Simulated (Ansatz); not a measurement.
Input:

BePd:
```
CELL_PARAMETERS angstrom
      2.77244     0.00000     0.00000
      0.00000     2.77244     0.00000
      0.00000     0.00000     2.77244
ATOMIC_POSITIONS crystal
  Be 0.00000 0.00000 0.00000
  Pd 0.50000 0.50000 0.50000
```

This is the LDA-relaxed structure.

### Question
All from the program Ansatz at the LDA level (PAW), unless another level is named. Give the Hill bulk and shear moduli.

### Answer
206 and 53.3 GPa.

### Question
Predict the elastic constants (relaxed ions, GPa).

### Answer
C11 = 237, C12 = 191, C44 = 92.3.

### Question
And the highest zone-centre frequency?

### Answer
386 cm⁻¹.

Space group Pm-3m (CsCl type). The first step of the workflow began from a Materials Project structure, measured or hypothetical; the Crystallography Open Database files this formula in space group No. 221, but the cells were not matched. Whether it is the stable phase at ambient conditions was not checked. Symmetry was held in the LDA relaxation; of distortions, only those at the zone centre were tested. No spin polarisation was allowed. As this level gives no gap, shear constants depend on the k-mesh and smearing (Fermi–Dirac, 0.1 eV here). As this level gives no gap, phonon frequencies hold no LO–TO term and depend on the k-mesh and smearing (Fermi–Dirac, 0.1 eV here).

Potentials: the later of the program's two PAW sets.
